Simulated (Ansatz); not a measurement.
GaP (zinc blende), relaxed and computed with several functionals in Ansatz (plane waves, PAW).

| functional | a (Å) | gap (eV) | B₀ by P(V) fit (GPa) |
|---|---|---|---|
| r²SCAN | 5.451 | 1.84 | 87.6 |
| HSE06 | [?] | [?] | [?] |
| PBE | 5.506 | 1.58 | 76.6 |

Question: What belongs in the gaps?

Answer: 
- HSE06, a (Å): 5.465
- HSE06, gap (eV): 2.27
- HSE06, B₀ by P(V) fit (GPa): 87.7

All cells were relaxed under the symmetry of their starts (and spin orders); stability against distortions was not tested throughout. Scalar-relativistic: spin–orbit coupling is off unless named, which matters more the heavier the elements.

Potentials: the later of the program's two PAW sets.

Ansatz (a first-principles code) is a plane-wave DFT program.
